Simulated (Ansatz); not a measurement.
## WS₂: Electric field gradients

The cell is a COD entry whose atoms were relaxed with PBE, the cell held.

Space group P6_3/mmc (No. 194); a = 3.1532, c = 12.3230 Å, γ = 120.00°.

```csv
site,Wyckoff,site symmetry,x,y,z
W,2c,-6m2,0.3333,0.6667,0.2500
S,4f,3m.,0.3333,0.6667,0.6221
```

One atom of each set is listed.

All values are calculated (Ansatz; DFT, LDA, plane waves and PAW, scalar-relativistic, collinear spin, 420 eV cutoff, Γ-centred 16×16×4 k-points, Fermi–Dirac smearing 0.02 eV), not measured. Start moments as typed (μB): 2 on each W, none on the rest.

Conventions: |V_zz| ≥ |V_yy| ≥ |V_xx|, η = (V_xx − V_yy)/V_zz, C_Q = eQV_zz/h.

³³S: I = 3/2, Q = -69.40 mb. Q values from Pyykkö, Mol. Phys. 116, 1328 (2018).

Question: Which values are expected at the nuclei?

Answer: 

```json
{"site": "W", "atoms": "2", "first shell": "6 S at 2.41 Å", "V_zz (10²¹ V/m²)": "-17.22", "η": "0.00", "C_Q (MHz)": "–"}
{"site": "S", "atoms": "4", "first shell": "3 W at 2.41 Å; also 7 S at 3.15 Å", "V_zz (10²¹ V/m²)": "-4.34", "η": "0.00", "C_Q (MHz)": "7.28"}
```

An axis of threefold or higher order runs through W and S, so V_zz lies along it and η is zero.

W has no stable isotope with a ground-state quadrupole moment in the table, so no C_Q is given.

At this cell the principal stresses reach 5 GPa in size with LDA, which can matter for small gradients. The largest force is 0.5 eV/Å, so the atoms aren't at the calculated equilibrium and relaxing them would move these values. Without spin–orbit coupling the gradients at and beside W can be off by some per cent, at some sites by more. The start moments die out, and the run ends without spin.
